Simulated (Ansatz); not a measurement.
HfO$_{2}$ (Pca2_1), relaxed and computed with several functionals in Ansatz (plane waves, PAW).

```csv
functional,a (Å),c (Å),V (Å³/atom),gap (eV)
HSE06,5.245,5.062,11.14,6.08
r²SCAN,5.247,5.059,11.13,4.94
LDA,5.181,4.996,10.73,4.33
```

All cells were relaxed under the symmetry of their starts (and spin orders); stability against distortions was not tested throughout. Rows with no word on spin ran without spin polarisation. Spin–orbit coupling is left out wherever it is not named.

Potentials: the later of the program's two PAW sets.

Ansatz (an electronic-structure program) is a plane-wave DFT program.
